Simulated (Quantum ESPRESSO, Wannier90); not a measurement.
## Wannierisation of MoS2 (R3m)

```xyz
3
Lattice="-1.5921 2.7577 0.0000 -3.1843 0.0000 0.0000 -1.5921 0.9192 6.4821" Properties=species:S:1:pos:R:3 pbc="T T T"
Mo     0.0000     0.0000    -0.0043
S      1.5921    -0.9192     1.5480
S      1.5921    -0.9192    -1.5563
```

Cell from Materials Project (mp-1434), symmetrised, no further relaxation. COD (Crystallography Open Database) has the formula in 3 space groups, this one among them (matched by group alone). Computed values, not measurements, from PBEsol: Quantum ESPRESSO (norm-conserving PseudoDojo potentials, cutoff 64 Ry, spinors with spin-orbit coupling) on a Γ-centred 6×6×6 mesh, then Wannier90. Density: 12×12×12 mesh, cold smearing 0.01 Ry. The cell is built of weakly bound layers, chains or molecules, whose nearest atoms lie 3.85 Å apart. Database cells relaxed without dispersion often hold them too far apart, which can enlarge gaps and weakens couplings between them; spacing and stacking were not compared with the measured crystal.

A tight-binding model is made by disentanglement and projection with no localisation steps (num_iter = 0), so the 22 orbitals stay atom-like: hydrogen-like Mo: d; S: p, axes along x, y, z; frozen window up to 2.56 eV relative to the valence-band maximum. It follows pw.x to 7.0 meV rms for states up to 2.1 eV relative to the valence-band maximum. Matrix elements depend on this choice of orbitals and windows.

What are the on-site energies relative to the valence-band maximum, and how fast do the hoppings decay?


| atom | orbitals | energy (eV) |
|---|---|---|
| Mo1 | dz2↑ dz2↓ | -0.80 |
| Mo1 | dxz↑ dxz↓ dyz↑ dyz↓ | 0.28 |
| Mo1 | dx2-y2↑ dx2-y2↓ dxy↑ dxy↓ | -0.67 |
| S2 | pz↑ pz↓ | -2.17 |
| S2 | px↑ px↓ py↑ py↓ | -2.03 |
| S3 | pz↑ pz↓ | -2.17 |
| S3 | px↑ px↓ py↑ py↓ | -2.02 |

| distance of the centres (Å) | largest modulus (eV) |
|---|---|
| 2–3 | 1.6 |
| 3–4 | 1.1 |
| 4–5 | 0.14 |
| 5–6 | 0.068 |
| 6–7 | 0.064 |
| 7–8 | 0.014 |
